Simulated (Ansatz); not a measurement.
The start is a relaxed Be cell shaken by Gaussian noise of σ = 0.08 Å a coordinate. The structure is fully relaxed (lattice and positions, P = 0) with PBE (plane waves to 420 eV, PAW, scalar-relativistic; Ansatz, a program for electronic structure). First-step values are on the input's coarse k-mesh.

Ansatz input (later rounds restart from its end on a renewed k-mesh):
Ansatz 0.2 input:
```yaml
crystal:
  lattice:
    - [-2.890029326, 2.890029326, 2.890029326]
    - [2.890029326, -2.890029326, 2.890029326]
    - [2.890029326, 2.890029326, -2.890029326]
  atoms:
    - { symbol: Be, position: [0.2368921133, 0.2338631622, 0.2505475574] }
    - { symbol: Be, position: [0.5030338192, -0.0196183896, 0.2346373348] }
    - { symbol: Be, position: [0.027211503, 0.2601413371, 0.5225164664] }
    - { symbol: Be, position: [0.2475628511, 0.5207498251, 0.0152702041] }
    - { symbol: Be, position: [0.7354900315, 0.7284729118, 0.7166328139] }
    - { symbol: Be, position: [0.4970137456, 0.0222968745, 0.7505957171] }
    - { symbol: Be, position: [0.0097317235, 0.7699755714, 0.4963558323] }
    - { symbol: Be, position: [0.7773357287, 0.470379303, 0.0010821082] }
basis: { ecutwfc: 420, ecutrho_ratio: 4, xc_grid: 2, fft_grid_basis: typed }
kpoints: { mp_grid: { grid: [8, 8, 8] } }
hamiltonian:
  xc: pbe
  dispersion: none
  pseudopotentials: { azcp: { folder: ./paw }, kind: paw }
scf: { occupations: { method: fermi_dirac, width: 0.05 } }
relax: { f_tol: 0.01, max_steps: 100, cell: { stress_tol: 0.02 } }
output: { forces: true, stress: true }
```

```yaml
largest_initial_force: 1.70 eV/Å, on Be2 (atoms numbered as listed)
energy_released: 1.44 eV/atom
volume_change: -34.5 %, from 12.07 to 7.91 Å³/atom
band_gap_at_the_end: no gap (metallic)
optimiser_moves: 16
```

Final structure:

Space group P6₃/mmc (No. 194); a = b = 2.264 Å, c = 3.561 Å, α = β = 90.00°, γ = 120.00°

| atom | site | symmetry | x | y | z |
|---|---|---|---|---|---|
| Be | 2d | -6m2 | 0.6667 | 0.3333 | 0.2500 |

Final values are on a 23×23×13 k-mesh of the relaxed cell. No spin polarisation in the result.

Of the parent cell (Ia-3 (No. 206)): it is a generated cell of Be: the first start was made by placing the elements on the sites of a structure type, and the end was not matched to a known phase here, so it may be hypothetical. Known forms of Be include space group No. 194.
